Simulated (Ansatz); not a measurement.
CsLaS$_{2}$ in space group R-3m (No. 166; Cs on 3a, La on 3b, S on 6c), r²SCAN (plane waves, PAW; program Ansatz). The conduction-band minimum lies at F, with 3 equivalent valleys. Second derivatives d²E/dk² of the lowest band at one valley (eV·Å²), along Cartesian directions:

| direction | d²E/dk² |
|---|---|
| [100] | 10.85 |
| [010] | 15.60 |
| [001] | 12.53 |
| [110] | 9.102 |
| [101] | 7.462 |
| [011] | 11.63 |

Find the principal effective masses, the density-of-states mass and the conductivity mass.

Off-diagonal terms follow from H_xy = H[110] − (H_xx + H_yy)/2, and m*/mₑ = 7.620 eV·Å² over each eigenvalue: 0.42, 0.48, 1.5. One valley's DOS mass (m₁m₂m₃)^(1/3) = 0.67, conductivity mass 3/(Σ 1/mᵢ) = 0.59 mₑ.

What effective density of states Nc follows at 300 K for parabolic valleys?

Nc = 2.509e19 × 3 × (0.67)^(3/2) ≈ 4.1e19 cm⁻³.

The workflow started from a Materials Project entry (that database holds measured and hypothetical structures alike); the Crystallography Open Database copy checked does not list it. Its standing as an ambient phase is unchecked. The cell was relaxed with r²SCAN under the symmetry of its start; whether a distortion lowers the energy is not shown. Spin–orbit coupling is left out wherever it is not named.

Potentials: the later of the program's two PAW sets.

Edges and masses are those of Kohn–Sham bands, whose gap is no quasiparticle gap.
